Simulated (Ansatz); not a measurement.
Ga5As3P2: rattling a relaxed structure

The structure comes from a generated guess, relaxed at this level; another structure or a mixture of phases may lie lower.

Computed with Ansatz 0.2.0, DFT PBE, scalar-relativistic, plane waves, PAW. Cutoff 420 eV; k points 10×10×10 on the computed 10-atom cell (Γ-centred); Gaussian smearing, width 0.02 eV; no spin polarisation.

The cell below (10 atoms, space group I-4m2 (No. 119)) is relaxed within its symmetry.

```xyz
10
Lattice="-1.9956 1.9956 14.1370 1.9956 -1.9956 14.1370 1.9956 1.9956 -14.1370" Properties=species:S:1:pos:R:3 pbc="T T T"
Ga    0.0000    0.0000   17.0480
Ga    0.0000    0.0000    0.0000
Ga    0.0000    0.0000   11.2259
Ga    0.0000    0.0000   22.6591
Ga    0.0000    0.0000    5.6149
P     1.9956    0.0000    9.8741
P     1.9956    0.0000    4.2629
As    0.0000    1.9956   12.6822
As    0.0000    1.9956    7.0685
As    0.0000    1.9956    1.4548
```

For the test it was strained at random (σ = 1.5 % a component), the atoms were moved at random (σ = 0.05 Å), and all was relaxed again on a coarse 4×4×4 mesh (in the run’s order of axes) with 0.10 eV smearing, with no symmetry imposed.

**Question.** Does it come back?

**Answer.** It returns, within 1 meV/atom of the unmoved cell on that mesh and with the same symmetry when read at 0.1 Å. No instability shows in this cell; modes of other wave vectors, which need another repeat, aren't tested.
